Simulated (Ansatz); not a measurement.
CoSi2 (fluorite type, space group Fm-3m)

```
CELL_PARAMETERS angstrom
      0.00000     2.65634     2.65634
      2.65634     0.00000     2.65634
      2.65634     2.65634     0.00000
ATOMIC_POSITIONS crystal
  Co 0.00000 0.00000 0.00000
  Si 0.25000 0.25000 0.25000
  Si 0.75000 0.75000 0.75000
```

The slice is a {100} plane (indices of the conventional cell) through the point (0.250, 0.250, 0.250) (fractional), spanned by u = [100] and v = [0 1 -1] in vectors of this cell: u (3.76 Å) and v (3.76 Å, at 90° to u). It covers one period; positions are fractions (u, v).

Computed with PBEsol (plane waves to 420 eV, PAW, scalar-relativistic; Ansatz, a program for electronic structure). k mesh 15×15×15. These are valence fields of a PAW run, semicore shells included where kept as valence: close to a nucleus they are smooth pseudo fields. CoSi2 is run without spin polarisation. CoSi2 was relaxed with its symmetry unable to fall. The PAW data are Ansatz's earlier set.

Q: Sketch the valence electron density on this plane as a map.

A: 
```tsv
v \ u	0.00	0.08	0.17	0.25	0.33	0.42	0.50	0.58	0.67	0.75	0.83	0.92
0.88	-0.6	-0.5	-0.4	-0.4	-0.5	-0.6	-0.6	-0.6	-0.5	-0.4	-0.4	-0.5
0.75	-0.4	-0.4	-0.4	-0.5	-0.4	-0.4	-0.4	-0.4	-0.4	-0.5	-0.4	-0.4
0.62	-0.6	-0.6	-0.5	-0.4	-0.4	-0.5	-0.6	-0.5	-0.4	-0.4	-0.5	-0.6
0.50	-0.7	-0.6	-0.5	-0.4	-0.5	-0.7	-0.9	-0.7	-0.5	-0.4	-0.5	-0.6
0.38	-0.6	-0.6	-0.5	-0.4	-0.4	-0.5	-0.6	-0.5	-0.4	-0.4	-0.5	-0.6
0.25	-0.4	-0.4	-0.4	-0.5	-0.4	-0.4	-0.4	-0.4	-0.4	-0.5	-0.4	-0.4
0.12	-0.6	-0.5	-0.4	-0.4	-0.5	-0.6	-0.6	-0.6	-0.5	-0.4	-0.4	-0.5
0.00	-0.9	-0.7	-0.5	-0.4	-0.5	-0.6	-0.7	-0.6	-0.5	-0.4	-0.5	-0.7
```

Values: log₁₀ of the valence density in e/Å³. The scale is logarithmic, as a density can span decades between atoms and voids.
